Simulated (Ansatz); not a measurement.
Values for one crystal, relaxed and computed with LDA (plane waves, PAW; program Ansatz); other levels are named.

- Volume per atom = 10.29 Å³
- Electronic character = metallic (no gap)
- Mechanical stability = stable (all eigenvalues of C positive)
- Elastic constants (relaxed ions, GPa) = C11 = 425, C12 = 169, C44 = 136
- Dynamical stability on the path = stable (no imaginary branch)
- Zero-point energy = 54.4 meV/atom
- Poisson's ratio = 0.28

Which compound is it?
(A) Te2W, Pmn2_1 (Pearson symbol oP12)
(B) TaSnO3, cubic perovskite
(C) ZrSiO, P4/nmm (Zr on 2c, Si on 2a, O on 2c)
(D) CoSi, P2_13 (Co on 4a, Si on 4a)

D, CoSi, P2_13 (Co on 4a, Si on 4a)

The LDA relaxation kept the symmetry of its start. No spin polarisation was allowed. As this level gives no gap, shear constants depend on the k-mesh and smearing (Fermi–Dirac, 0.1 eV here).

Potentials: the later of the program's two PAW sets.
